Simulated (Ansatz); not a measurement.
LuZn:
```yaml
crystal:
  lattice:
    - [3.43045, 0.00000, 0.00000]
    - [0.00000, 3.43045, 0.00000]
    - [0.00000, 0.00000, 3.43045]
  atoms:
    - { symbol: Lu, position: [0.00000, 0.00000, 0.00000] }
    - { symbol: Zn, position: [0.50000, 0.50000, 0.50000] }
```

This is the PBEsol-relaxed structure.

### Question
All from DFT-PBEsol in the program Ansatz with PAW potentials, unless another level is named. Predict the Debye temperature from the elastic constants.

### Answer
250 K.

### Question
Give the highest zone-centre frequency.

### Answer
17.8 meV.

Space group Pm-3m (CsCl type). The workflow started from an entry of the Crystallography Open Database (COD). Its standing as an ambient phase is unchecked. The cell was relaxed with PBEsol under the symmetry of its start; of distortions, only those at the zone centre were tested. As this level gives no gap, shear constants depend on the k-mesh and smearing (Fermi–Dirac, 0.1 eV here). Spin–orbit coupling is left out wherever it is not named.

Potentials: the later of the program's two PAW sets.
